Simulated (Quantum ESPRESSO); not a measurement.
## Ta6WMg (input and log of a self-consistent run)

Computed values, not a measurement. The program is pw.x of Quantum ESPRESSO 7.5 (plane-wave density functional theory). The cell is made up: eight metal atoms on a face-centred cubic lattice, with elements, volume, strain and displacements drawn at random and not relaxed, so it may be unstable or far from any real phase. PseudoDojo standard norm-conserving files set the functional (PBE unless stated); there is no spin polarisation or spin-orbit coupling, the Fermi-Dirac width of 0.25 eV means electrons at about 2900 K, and the masses in the input are unused placeholders. Heavy elements are run without spin-orbit coupling, which real alloys of them have. A spin test at this wide smearing found no moment, but such smearing suppresses magnetism that the real alloy may have.

Input:

```
&control calculation='scf', pseudo_dir='./dojo.nc.sr.pbe.v0_5.standard.upf', outdir='./o', disk_io='minimal', tprnfor=.true., tstress=.true. /
&system ibrav=0, nat=8, ntyp=3, nbnd=68, ecutwfc=84.00895049, nosym=.true., tot_charge=0,
 occupations='smearing', smearing='fd', degauss=0.0183746611
/
&electrons conv_thr=1.470e-08, electron_maxstep=70, mixing_beta=0.5 /
ATOMIC_SPECIES
Mg 1.0 Mg.upf
Ta 1.0 Ta.upf
W 1.0 W.upf
CELL_PARAMETERS angstrom
-4.1087 0.0072 -0.0043
0.0116 -4.105 4.1323
-0.0086 6.1713 2.0798
ATOMIC_POSITIONS angstrom
Ta -0.0452 -0.0665 -0.0384
Ta -0.0655 1.9338 2.0388
Ta -0.0647 -2.1103 2.2363
Ta -0.0171 0.0296 4.0767
W -2.1564 4.0834 2.1062
Ta -2.0102 0.1014 2.063
Ta -2.1633 2.0812 4.0711
Mg -2.0008 -1.9111 4.1802
K_POINTS automatic
6 5 4 1 1 1
```

The log is shortened where brackets say so; the opening notice, blank lines, dates and the lines on written files are dropped, and the path of the files is cut. It prints rydbergs, bohrs and kilobars, and counts compression as positive stress. Its total energy is the free energy E - TS of the whole cell.

```
     Program PWSCF v.7.5
     Parallel version (MPI & OpenMP), running on       4 processor cores
     Number of MPI processes:                 4
     Threads/MPI process:                     1
     [start-up lines left out]
     bravais-lattice index     =            0
     lattice parameter (alat)  =       7.7643  a.u.
     unit-cell volume          =     943.7981 (a.u.)^3
     number of atoms/cell      =            8
     number of atomic types    =            3
     number of electrons       =       102.00
     number of Kohn-Sham states=           68
     kinetic-energy cutoff     =      84.0090  Ry
     charge density cutoff     =     336.0358  Ry
     scf convergence threshold =      1.5E-08
     mixing beta               =       0.5000
     number of iterations used =            8  plain     mixing
     Exchange-correlation= PBE
                           (   1   4   3   4   0   0   0)
     [axes and pseudopotential details left out]
   Cartesian axes
     site n.     atom                  positions (alat units)
         1        Ta     tau(   1) = (  -0.0110010  -0.0161851  -0.0093460  )
         2        Ta     tau(   2) = (  -0.0159417   0.4706588   0.4962143  )
         3        Ta     tau(   3) = (  -0.0157470  -0.5136164   0.5442829  )
         4        Ta     tau(   4) = (  -0.0041619   0.0072042   0.9922096  )
         5        W      tau(   5) = (  -0.5248364   0.9938403   0.5126185  )
         6        Ta     tau(   6) = (  -0.4892535   0.0246793   0.5021042  )
         7        Ta     tau(   7) = (  -0.5265158   0.5065339   0.9908466  )
         8        Mg     tau(   8) = (  -0.4869657  -0.4651340   1.0174000  )
     number of k points=    60  Fermi-Dirac smearing, width (Ry)=  0.0184
                       cart. coord. in units 2pi/alat
        k(    1) = (  -0.0834114   0.0370982   0.1365164), wk =   0.0333333
        k(    2) = (  -0.0833225   0.1617958   0.2603899), wk =   0.0333333
     [further k points left out]
     Dense  grid:    98199 G-vectors     FFT dimensions: (  45,  72,  72)
     Estimated max dynamical RAM per process >     372.64 MB
     Estimated total dynamical RAM >       1.39 GB
     Initial potential from superposition of free atoms
     starting charge     101.9932, renormalised to     102.0000
     Starting wfcs are   75 randomized atomic wfcs
     total cpu time spent up to now is        6.6 secs
     per-process dynamical memory:   303.4 Mb
     Self-consistent Calculation
     iteration #  1     ecut=    84.01 Ry     beta= 0.50
     Davidson diagonalization with overlap
     ethr =  1.00E-02,  avg # of iterations =  2.6
     Threshold (ethr) on eigenvalues was too large:
     Diagonalizing with lowered threshold
     Davidson diagonalization with overlap
     ethr =  2.26E-04,  avg # of iterations =  5.1
     total cpu time spent up to now is       40.1 secs
     total energy              =   -1051.50308504 Ry
     estimated scf accuracy    <       0.26711761 Ry
     iteration #  2     ecut=    84.01 Ry     beta= 0.50
     Davidson diagonalization with overlap
     ethr =  2.62E-04,  avg # of iterations =  2.6
     total cpu time spent up to now is       55.8 secs
     total energy              =   -1051.42414394 Ry
     estimated scf accuracy    <       0.92854174 Ry
     iteration #  3     ecut=    84.01 Ry     beta= 0.50
     Davidson diagonalization with overlap
     ethr =  2.62E-04,  avg # of iterations =  2.1
     total cpu time spent up to now is       70.4 secs
     total energy              =   -1051.54444663 Ry
     estimated scf accuracy    <       0.15293999 Ry
     iteration #  4     ecut=    84.01 Ry     beta= 0.50
     Davidson diagonalization with overlap
     ethr =  1.50E-04,  avg # of iterations =  2.0
     total cpu time spent up to now is       84.0 secs
     total energy              =   -1051.55232183 Ry
     estimated scf accuracy    <       0.07052637 Ry
     iteration #  5     ecut=    84.01 Ry     beta= 0.50
     Davidson diagonalization with overlap
     ethr =  6.91E-05,  avg # of iterations =  1.7
     total cpu time spent up to now is       97.3 secs
     total energy              =   -1051.56106805 Ry
     estimated scf accuracy    <       0.00812723 Ry
     [iterations 6 to 10 left out]
     iteration # 11     ecut=    84.01 Ry     beta= 0.50
     Davidson diagonalization with overlap
     ethr =  2.02E-08,  avg # of iterations =  2.0
     total cpu time spent up to now is      187.3 secs
     total energy              =   -1051.56268286 Ry
     estimated scf accuracy    <       0.00000101 Ry
     iteration # 12     ecut=    84.01 Ry     beta= 0.50
     Davidson diagonalization with overlap
     ethr =  9.87E-10,  avg # of iterations =  4.0
     total cpu time spent up to now is      203.1 secs
     total energy              =   -1051.56268302 Ry
     estimated scf accuracy    <       0.00000010 Ry
     iteration # 13     ecut=    84.01 Ry     beta= 0.50
     Davidson diagonalization with overlap
     ethr =  9.88E-11,  avg # of iterations =  4.9
     total cpu time spent up to now is      220.1 secs
     total energy              =   -1051.56268303 Ry
     estimated scf accuracy    <       0.00000024 Ry
     iteration # 14     ecut=    84.01 Ry     beta= 0.50
     Davidson diagonalization with overlap
     ethr =  9.88E-11,  avg # of iterations =  2.2
     total cpu time spent up to now is      234.7 secs
     total energy              =   -1051.56268305 Ry
     estimated scf accuracy    <       0.00000003 Ry
     iteration # 15     ecut=    84.01 Ry     beta= 0.50
     Davidson diagonalization with overlap
     ethr =  2.82E-11,  avg # of iterations =  2.0
     total cpu time spent up to now is      248.9 secs
     End of self-consistent calculation
     [lines on levels left out]
!    total energy              =   -1051.56268305 Ry
     estimated scf accuracy    <          4.6E-09 Ry
     smearing contrib. (-TS)   =      -0.12133281 Ry
     internal energy E=F+TS    =   -1051.44135025 Ry
     The total energy is F=E-TS. E is the sum of the following terms:
     one-electron contribution =    -203.84562754 Ry
     hartree contribution      =     146.00869483 Ry
     xc contribution           =    -226.90262381 Ry
     ewald contribution        =    -766.70179373 Ry
     convergence has been achieved in  15 iterations
     Forces acting on atoms (cartesian axes, Ry/au):
     atom    1 type  2   force =     0.00052167   -0.00859143    0.01855805
     atom    2 type  2   force =     0.02366017    0.08904694   -0.03537037
     atom    3 type  2   force =     0.01861432    0.01957285   -0.06260460
     atom    4 type  2   force =     0.00224053   -0.02292797    0.05099117
     atom    5 type  3   force =     0.01206030    0.00473873   -0.00456359
     atom    6 type  2   force =    -0.04277232   -0.07514600   -0.01464500
     atom    7 type  2   force =     0.02452028    0.02579257    0.05465891
     atom    8 type  1   force =    -0.03884495   -0.03248569   -0.00702457
     Total force =     0.180792     Total SCF correction =     0.000251
     Computing stress (Cartesian axis) and pressure
          total   stress  (Ry/bohr**3)                   (kbar)     P=      116.29
   0.00082824   0.00003504  -0.00003374          121.84        5.15       -4.96
   0.00003504   0.00071359   0.00005670            5.15      104.97        8.34
  -0.00003374   0.00005670   0.00082966           -4.96        8.34      122.05
     init_run     :      6.27s CPU      6.48s WALL (       1 calls)
     electrons    :    237.77s CPU    242.34s WALL (       1 calls)
     forces       :      2.72s CPU      2.74s WALL (       1 calls)
     stress       :      9.20s CPU      9.42s WALL (       1 calls)
     [timing details left out]
     PWSCF        :   4m16.05s CPU   4m21.12s WALL
     JOB DONE.
```

In other units: free energy -14307.239 eV for the cell, pressure 11.63 GPa, largest force component 2.289 eV/Å in size. The run took 263 s of wall time with four MPI processes on a shared machine (Intel Xeon, 2023 or later, virtual cores), so the time is rough. A rerun of this cell at a higher cutoff and on a denser mesh moved values by no more than 0.003 eV in energy, 0.02 GPa in stress and 0.004 eV/Å in force, and a second program with other atomic files agreed on that cell to 2 % rms in force and 0.5 GPa in pressure.